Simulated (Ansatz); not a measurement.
NaF:
```xyz
2
Lattice="0.0000 2.2512 2.2512 2.2512 0.0000 2.2512 2.2512 2.2512 0.0000" Properties=species:S:1:pos:R:3 pbc="T T T"
Na     0.0000     0.0000     0.0000
F      2.2512     2.2512     2.2512
```

Relaxed with LDA. Special points in fractions of this cell's reciprocal vectors: Γ (0.000, 0.000, 0.000); X (0.500, 0.000, 0.500); U (0.625, 0.250, 0.625); K (0.375, 0.375, 0.750); L (0.500, 0.500, 0.500); W (0.500, 0.250, 0.750).

Question: List the band energies nearest the valence-band maximum at these points for LDA (plane waves, PAW; program Ansatz).

Answer: In eV from the valence-band maximum; about four levels below and three above (degenerate sets whole), none deeper than 8.9 eV; … stands for higher levels left out; points with the same levels are listed once.

| k | below | above |
|---|---|---|
| Γ | 0.00 0.00 0.00 | 6.46 … |
| X | -1.46 -0.46 -0.46 | 13.13 … |
| U | -1.22 -0.97 -0.43 | 12.92 … |
| L | -1.85 -0.31 -0.31 | 10.94 … |
| W | -1.01 -1.01 -0.67 | … |

Space group Fm-3m (rock salt). The cell was relaxed with LDA under the symmetry of its start.

Potentials: the earlier of the program's two PAW sets. The files were generated under PBE; for other functionals the program regenerates the frozen cores, and for LDA and PBEsol the local potential too.
